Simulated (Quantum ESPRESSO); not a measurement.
# Solid-state NMR card for ZrO$_{2}$ (changed cell)

```xyz
6
Lattice="3.6362 0.0000 0.0000 0.0000 3.6362 0.0000 0.0000 0.0000 5.1207" Properties=species:S:1:pos:R:3 pbc="T T T"
Zr     0.0000     0.0000     0.0000
Zr     1.8181     1.8181     2.5603
O      0.0000     1.8181     1.5307
O      0.0000     1.8181     4.0910
O      1.8181     0.0000     1.0296
O      1.8181     0.0000     3.5900
```
The cell was made here from a computed Materials Project entry: strained by -2 % along the unique axis and by +1 % across it, atoms relaxed (PBE without dispersion, pw.x of a modified build of Quantum ESPRESSO, symmetry kept). The parent is ZrO2 in P4₂/nmc. Stability against distortions was not tested. The run has no spin polarisation.

Shieldings are absolute and leave out the bulk-susceptibility term; a larger σ means a smaller chemical shift. By our sweeps, such settings leave a few ppm in absolute σ on light atoms and up to some 20 ppm from Zn on. No spin–orbit coupling; Zr is the heaviest element present. Static lattice: thermal averaging is not included.

Q: What do the calculations give at each independent site (shieldings by PBE GIPAW on JTH datasets (Quantum ESPRESSO), 22.5 Ha, k-mesh 5×5×4 shifted, f-sum rule met within 0.012 %)?

A: 
```json
[
 {"site": "Zr (atoms 1, 2)", "site symmetry": "-4m2", "σ_iso (ppm)": "1702"},
 {"site": "O (atoms 3, 4, 5, 6)", "site symmetry": "2mm", "σ_iso (ppm)": "-185"}
]
```
